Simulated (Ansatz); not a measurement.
Nb₃Si:
```xyz
4
Lattice="4.0282 0.0000 0.0000 0.0000 4.0282 0.0000 0.0000 0.0000 4.0282" Properties=species:S:1:pos:R:3 pbc="T T T"
Si     0.0000     0.0000     0.0000
Nb     0.0000     2.0141     2.0141
Nb     2.0141     0.0000     2.0141
Nb     2.0141     2.0141     0.0000
```

This is the PBEsol-relaxed structure.

All from the program Ansatz at the PBEsol level (PAW), unless another level is named. Predict the electronic character.

metallic (no gap).

And the formation energy from the elements (no fitted shifts)?

-0.28 eV/atom.

What about the density of states at the Fermi level?

1.1 states/eV per atom (mean over ±0.08 eV).

Predict the gap with spin–orbit coupling.

none (metallic).

Space group Pm-3m (Cu3Au type). The workflow started from an entry of the Crystallography Open Database (COD), which files this formula under 2 space groups. Its standing as an ambient phase is unchecked. The PBEsol relaxation kept the symmetry of its start. At this level the phase is mechanically unstable. No spin polarisation was allowed. The references are the lowest solids computed at this level, not always the standard phases. Spin–orbit coupling is left out wherever it is not named.

Potentials: the later of the program's two PAW sets.
